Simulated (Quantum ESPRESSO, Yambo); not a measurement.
**Quasiparticle gap of CaTiO₃**

```cif
data_Ca4O12Ti4
_chemical_formula_sum 'O12 Ca4 Ti4'
_space_group_name_H-M_alt 'I4/mcm'
_space_group_IT_number 140
_space_group_name_Hall '-I 4 2c'
_cell_length_a 5.37146
_cell_length_b 5.37146
_cell_length_c 7.79224
_cell_angle_alpha 90.000
_cell_angle_beta 90.000
_cell_angle_gamma 90.000
loop_
_atom_site_label
_atom_site_type_symbol
_atom_site_symmetry_multiplicity
_atom_site_Wyckoff_symbol
_atom_site_fract_x
_atom_site_fract_y
_atom_site_fract_z
_atom_site_occupancy
O1 O 8 h 0.19130 0.30870 0.00000 1
O2 O 4 a 0.00000 0.00000 0.25000 1
Ca1 Ca 4 b 0.00000 0.50000 0.25000 1
Ti1 Ti 4 c 0.00000 0.00000 0.00000 1
```
(The calculation used a cell of 10 atoms; values per cell refer to that cell.)

The geometry is that of Materials Project entry mp-3442, symmetrised and not relaxed again.

Starting point: LDA (pw.x of Quantum ESPRESSO, ONCV potentials, no spin-orbit coupling). G0W0 in Yambo: 4×4×4 Γ-centred k mesh, bands 3 to 141 and a 6 Ry block in the screening, 141 bands in G with the Bruneval-Gonze terminator, plasmon pole fitted at 27.2 eV.

- LDA gap along the band path = 2.30 eV
- LDA gap between the mesh's edge points ((0, 0, 0.25) → (0, 0, 0.25)) = 2.30 eV
- G0W0 gap between the same points = 4.02 eV
- smallest G0W0 gap among all computed states (the edges move to other k points) = 3.99 eV

```
k point       band  E LDA (eV)  E QP (eV)  shift (eV)     Z
------------  ----  ----------  ---------  ----------  ----
Γ               VB       -0.07      -0.30       -0.24  0.77
Γ               CB        2.30       3.75        1.44  0.78
(0, 0, 0.25)    VB        0.00      -0.24       -0.24  0.77
(0, 0, 0.25)    CB        2.30       3.78        1.48  0.78
X               VB       -0.01      -0.25       -0.24  0.77
X               CB        2.31       3.82        1.51  0.78
N               VB       -0.34      -0.61       -0.27  0.77
N               CB        3.62       5.14        1.52  0.76
P               VB       -0.56      -0.86       -0.30  0.77
P               CB        3.27       4.77        1.50  0.77
Z               VB       -0.16      -0.41       -0.25  0.77
Z               CB        2.53       4.04        1.51  0.78
```

Energies count from the LDA valence-band maximum.

Nearest settings tried, and what they do to the gap: 2 Ry block (35 vectors against 181): +1127 meV. Not varied: bands in G, bands in W, mesh. So the settings aren't converged at that level.

This is not the ordinary phase of the substance.
